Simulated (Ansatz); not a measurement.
Input and command of a plane-wave DFT calculation in Ansatz:

```yaml
crystal:
  lattice:
    - [4.3880526693, 0.0, 0.0]
    - [0.0, 5.3555844193, 0.0]
    - [0.0, 0.0, 3.3433158348]
  atoms:
    - { symbol: Be, position: [0.2004, 0.3787, 0.0] }
    - { symbol: Be, position: [0.7996, 0.6213, 0.0] }
    - { symbol: Be, position: [0.7004, 0.1213, 0.5] }
    - { symbol: Be, position: [0.2996, 0.8787, 0.5] }
    - { symbol: Sb, position: [0.0, 0.0, 0.0] }
    - { symbol: Sb, position: [0.5, 0.5, 0.5] }
basis:
  ecutwfc: 420
kpoints:
  mp_grid: { grid: [4, 4, 6] }
hamiltonian:
  xc: pbe
scf:
  occupations: { method: gaussian, width: 0.1 }
  lower_state_search: "off"
output:
  forces: true
  stress: true
  eigenvalues: true
relax:
  adjacent_minimum: "off"
  f_tol: 0.04
  max_steps: 70
  cell: { stress_tol: 0.4 }
```

```bash
ansatz run input.yaml --threads 1 --pin off --max-ram 2560MiB --backend cpu --events-out ev --progress --plain --runs-dir out
```

Processor: Intel(R) Xeon(R) Platinum 8259CL CPU @ 2.50GHz (Skylake/Cascade Lake), 1 thread, on a host shared with other jobs.

Task: Estimate time, memory and problem size.

Result: About 3 min on 1 thread of Intel(R) Xeon(R) Platinum 8259CL CPU @ 2.50GHz (Skylake/Cascade Lake) (shared host), peak memory 0.46 GiB. It solves 25 bands at 36 k points (the mesh reduced by the symmetry that the task leaves, which can be less than the crystal's) with about 1903 plane waves (on the last cell), in 120 SCF iterations over 21 ionic steps.
